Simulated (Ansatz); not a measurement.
Relaxed candidate structures of SnAu:

A. P6₃/mmc (No. 194), hP4, NiAs type; a = 4.3327 Å, b = 4.3327 Å, c = 5.5562 Å, α = 90.00°, β = 90.00°, γ = 120.00°; Sn 2c (0.333, 0.667, 0.250); Au 2a (0.000, 0.000, 0.000)

B. Pm-3m (No. 221), cP2, CsCl type; a = 3.488 Å, b = 3.488 Å, c = 3.488 Å, α = 90.00°, β = 90.00°, γ = 90.00°; Sn 1b (0.500, 0.500, 0.500); Au 1a (0.000, 0.000, 0.000)

**Question.** Rank these by energy per atom (lowest first), as PBEsol (plane waves to 420 eV, PAW, scalar-relativistic; Ansatz, a quantum-chemistry and plane-wave program) gives it.

**Answer.** A (reference, the lowest of the structures calculated here), B (+0.16 eV/atom)

Each run could gain symmetry but not lose that of its start, so entries can be saddle points. From databases, or of a type measured for this composition: P6₃/mmc, hP4, NiAs type; the others are generated cells (placed on structure types, drawn at random, substituted or restacked) that were not matched to a known phase here. Energies are at zero temperature and pressure, without zero-point motion. Each cell has its own k-point mesh; energy differences are given only to the digits this allows. No spin polarisation in the result.
